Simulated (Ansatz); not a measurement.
The relaxed structure here is a generated cell of Zn3P2: the first start was made by a random draw of sites in a space group, and the end was not matched to a known phase here, so it may be hypothetical.

The end point of a relaxation of Zn$_{3}$P$_{2}$. All values below come from r2SCAN (plane waves to 500 eV, PAW, scalar-relativistic; Ansatz, a program for electronic structure).

```xyz
10
Lattice="-3.7278 3.7278 3.7278 3.7278 -3.7278 3.7278 3.7278 3.7278 -3.7278" Properties=species:S:1:pos:R:3 pbc="T T T"
P      0.9319     0.9319     0.9319
P     -0.9319     2.7958     0.9319
P      2.7958     0.9319    -0.9319
P      0.9319    -0.9319     2.7958
Zn     4.6597     0.0000     1.8639
Zn     2.7958     3.7278     1.8639
Zn     1.8639     4.6597     0.0000
Zn     1.8639     2.7958     3.7278
Zn     0.0000     1.8639     4.6597
Zn     3.7278     1.8639     2.7958
```

**Question.** Find the space group and the Wyckoff positions (tolerance 0.01 Å).

**Answer.** Space group I4₁32 (No. 214); a = b = c = 7.456 Å, α = β = γ = 90.00°

```csv
atom,site,symmetry,x,y,z
P,8a,.32,0.1250,0.1250,0.1250
Zn,12d,2.22,0.0000,0.2500,0.6250
```

**Question.** Give the shortest distances between elements (the closest pairs, up to four, under 3.6 Å).

**Answer.** Zn–Zn 2.28 Å; P–P 2.64 Å; P–Zn 3.49 Å.

```json
{
 "volume_per_atom": "20.72 Å³",
 "band_gap": "no gap (metallic)"
}
```

No spin polarisation in the result.

The run could not lose the symmetry of its start: the end is stationary, and may be a saddle point rather than a minimum.

All atoms sit on sites fixed by symmetry, so only the cell could relax.
